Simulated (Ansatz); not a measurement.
Sb$_{2}$Se$_{3}$:
```yaml
crystal:
  lattice:
    - [11.53598, 0.00000, 0.00000]
    - [0.00000, 3.95585, 0.00000]
    - [0.00000, 0.00000, 11.21470]
  atoms:
    - { symbol: Sb, position: [0.98038, 0.25000, 0.17151] }
    - { symbol: Sb, position: [0.48038, 0.25000, 0.32849] }
    - { symbol: Sb, position: [0.01962, 0.75000, 0.82849] }
    - { symbol: Sb, position: [0.51962, 0.75000, 0.67151] }
    - { symbol: Sb, position: [0.65261, 0.25000, 0.96178] }
    - { symbol: Sb, position: [0.15261, 0.25000, 0.53822] }
    - { symbol: Sb, position: [0.34739, 0.75000, 0.03822] }
    - { symbol: Sb, position: [0.84739, 0.75000, 0.46178] }
    - { symbol: Se, position: [0.28332, 0.25000, 0.19772] }
    - { symbol: Se, position: [0.78332, 0.25000, 0.30228] }
    - { symbol: Se, position: [0.71668, 0.75000, 0.80228] }
    - { symbol: Se, position: [0.21668, 0.75000, 0.69772] }
    - { symbol: Se, position: [0.44494, 0.25000, 0.86727] }
    - { symbol: Se, position: [0.94494, 0.25000, 0.63273] }
    - { symbol: Se, position: [0.55506, 0.75000, 0.13273] }
    - { symbol: Se, position: [0.05506, 0.75000, 0.36727] }
    - { symbol: Se, position: [0.62937, 0.25000, 0.55337] }
    - { symbol: Se, position: [0.12937, 0.25000, 0.94663] }
    - { symbol: Se, position: [0.37063, 0.75000, 0.44663] }
    - { symbol: Se, position: [0.87063, 0.75000, 0.05337] }
```

Relaxed with LDA. Special points in fractions of this cell's reciprocal vectors: Γ (0.000, 0.000, 0.000); X (0.500, 0.000, 0.000); S (0.500, 0.500, 0.000); Y (0.000, 0.500, 0.000); Z (0.000, 0.000, 0.500); U (0.500, 0.000, 0.500); R (0.500, 0.500, 0.500); T (0.000, 0.500, 0.500).

Problem. List the band energies nearest the valence-band maximum at these points for plane-wave PAW LDA (Ansatz code).

Solution. In eV from the valence-band maximum; about four levels below and three above (degenerate sets whole), none deeper than 8.9 eV; points with the same levels are listed once.

```json
[
 {"k": "Γ", "below": "-0.56 -0.25 -0.19 -0.17", "above": "0.82 1.08 1.13"},
 {"k": "X", "below": "-0.35 -0.35 -0.09 -0.09", "above": "0.96 0.96 1.14 1.14"},
 {"k": "S", "below": "-0.49 -0.49 -0.49 -0.49", "above": "1.66 1.66 1.66 1.66"},
 {"k": "Y", "below": "-0.79 -0.79 -0.30 -0.30", "above": "1.28 1.28 1.62 1.62"},
 {"k": "Z", "below": "-0.43 -0.43 -0.29 -0.29", "above": "0.84 0.84 1.53 1.53"},
 {"k": "U", "below": "-0.51 -0.51 -0.44 -0.44", "above": "0.85 0.85 1.61 1.61"},
 {"k": "R", "below": "-1.00 -1.00 -1.00 -1.00", "above": "1.44 1.44 1.44 1.44"},
 {"k": "T", "below": "-0.86 -0.86 -0.69 -0.69", "above": "1.19 1.19 1.48 1.48"}
]
```

Space group Pnma. The cell was relaxed with LDA under the symmetry of its start; of distortions, only those at the zone centre were tested. A crystal of weakly bound chains computed without a dispersion correction: the cell and the soft elastic constants depend strongly on that. Scalar-relativistic: spin–orbit coupling is off unless named, which matters more the heavier the elements.

Potentials: the later of the program's two PAW sets.
